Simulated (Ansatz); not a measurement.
Here is the system:

CdSiN₂:
Space group R-3m, hexagonal axes (No. 166); a = b = 2.894 Å, c = 16.395 Å, α = β = 90.00°, γ = 120.00°

```
atom  site  symmetry       x       y       z
----  ----  --------  ------  ------  ------
Cd      3a       -3m  0.0000  0.0000  0.0000
Si      3b       -3m  0.0000  0.0000  0.5000
N       6c        3m  0.0000  0.0000  0.2263
```
(The calculation used a cell of 4 atoms; values per cell refer to that cell.)

This is the PBEsol-relaxed structure.

Q: All from PBEsol (plane waves, PAW; program Ansatz), unless another level is named. Estimate the electron effective mass with spin–orbit coupling.

A: 0.14, 0.31, 0.31 mₑ (principal values).

Q: Predict the smallest direct gap on the standard path.

A: 2.02 eV.

Q: Give the band gap.

A: 1.27 eV (indirect).

Q: Next, the conduction-band minimum?

A: at Γ.

The start of the workflow was typed in or built on a structure type; neither database checked (COD, Materials Project) lists it. Its standing as an ambient phase is unchecked. Symmetry was held in the PBEsol relaxation; its stability against distortions is not shown here. Scalar-relativistic: spin–orbit coupling is off unless named, which matters more the heavier the elements.

Potentials: the later of the program's two PAW sets.
